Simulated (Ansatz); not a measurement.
# A vibration from a frozen displacement in InSb3

The calculation used DFT PBEsol+D3(BJ), scalar-relativistic, plane waves, PAW (Ansatz). Settings: plane waves to 420 eV, k-mesh 12×12×12 (Γ-centred), Gaussian smearing 0.15 eV. Spin–orbit coupling is left out, which matters for the heavy elements here. No spin polarisation. Energies are free energies at this smearing, counted from the undisturbed cell; pressure is positive in compression.

Zero of the scan (relaxed at this level; with this scan's settings it stands at 0.3 GPa; it needn't be the usual structure):

```
CELL_PARAMETERS angstrom
0.00000 3.66207 3.66207
3.66207 0.00000 3.66207
3.66207 3.66207 0.00000
ATOMIC_POSITIONS crystal
In 0.00000 0.00000 0.00000
Sb 0.25000 0.25000 0.25000
Sb 0.75000 0.75000 0.75000
Sb 0.50000 0.50000 0.50000
```

Atom 4 (Sb) is moved by x along the Cartesian unit vector (0.577, 0.577, 0.577); the cell and all other atoms stay fixed. The cell's volume is 98.22 Å³; the moved atoms weigh 121.760 u together and the others 358.338 u. Some rows repeat others by symmetry and weren't run.

| x (Å) | ΔE (meV/cell) | total force on the moved atoms along the move (eV/Å) | pressure (GPa) |
| --- | --- | --- | --- |
| -0.3000 | 146.65 | 1.0688 | 1.5278 |
| -0.2500 | 99.00 | 0.8423 | 1.1364 |
| -0.2000 | 61.94 | 0.6440 | 0.8249 |
| -0.1500 | 34.25 | 0.4666 | 0.5880 |
| -0.1000 | 15.04 | 0.3036 | 0.4213 |
| -0.0500 | 3.73 | 0.1498 | 0.3221 |
| 0.0000 | 0.00 | 0.0000 | 0.2892 |
| 0.0500 | 3.73 | -0.1498 | 0.3221 |
| 0.1000 | 15.04 | -0.3036 | 0.4213 |
| 0.1500 | 34.25 | -0.4666 | 0.5880 |
| 0.2000 | 61.94 | -0.6440 | 0.8249 |
| 0.2500 | 99.00 | -0.8423 | 1.1364 |
| 0.3000 | 146.65 | -1.0688 | 1.5278 |

What frequency belongs to this motion?

The force constant is k = −dF/dx = 2.996 eV/Å², from the parabola through x = -0.0500, 0 and 0.0500. In every cell the moved atoms swing against the rest, so the mass is μ = m₁m₂/(m₁ + m₂) = 90.880 u, and ν̃ = 521.5 cm⁻¹ × √(|k|/μ) = 95 cm⁻¹. The pattern needn't be a normal mode: ν̃² is then a weighted mean of the squared nonzero frequencies at the zone centre of this cell, so it lies between the lowest and the highest of them.

How far does the harmonic law reach?

At x = -0.300 Å, kx²/2 = 134.84 meV against the computed 146.65 meV (+8.8 %): the well stiffens in this direction at large amplitude.

The pressure changes with x². What does that say about the frequency under compression?

With E = k(V)x²/2, k ∝ V^(−2γ) and x scaling with the cell as V^(1/3), P − P0 = −∂E/∂V = (2γ − 2/3) ΔE/V. At x = 0.1000 Å, V(P − P0) = 98.22 × 0.13214 / 160.2 eV = 81.01 meV and ΔE = 15.04 meV, so γ = 1/3 + V(P − P0)/(2ΔE) = 3.03. This is the Grüneisen parameter of the motion under uniform scaling of the cell: shrinking the cell evenly by 1 % in volume raises the frequency by about 3.03 %.

In a metal these slopes depend on the k mesh and the smearing.

Cost: 7 runs of about 1.9 core-minutes in all, on AMD EPYC 9R45 (Zen 5) (shared hosts).